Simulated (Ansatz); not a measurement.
Values for one crystal, relaxed and computed with DFT-r²SCAN in the program Ansatz with PAW potentials; other levels are named.

```yaml
volume_per_atom: 20.48 Å³
band_gap: 2.48 eV (indirect)
Pressure derivative B′: 4.1
electron_effective_mass: 0.25, 0.25, 0.48 mₑ (principal values)
Hole effective mass with spin–orbit coupling, band 2 of 2 at the edge: 0.25 along [100], 0.22 along [110], 0.21 along [111] (mₑ)
Electron effective mass with spin–orbit coupling: 0.25, 0.25, 0.48 mₑ (principal values)
Hole effective mass, band 1 of 3 at the edge: 0.79 along [100], 12 along [110], 2.1 along [111] (mₑ)
```

Pick the material that matches.
A. BN, rock salt
B. MgH2, rutile
C. MgS, wurtzite
D. MgSe, rock salt

D, MgSe, rock salt

Space group Fm-3m (rock salt). The cell was relaxed with r²SCAN under the symmetry of its start. Scalar-relativistic: spin–orbit coupling is off unless named, which matters more the heavier the elements.

Potentials: the later of the program's two PAW sets.
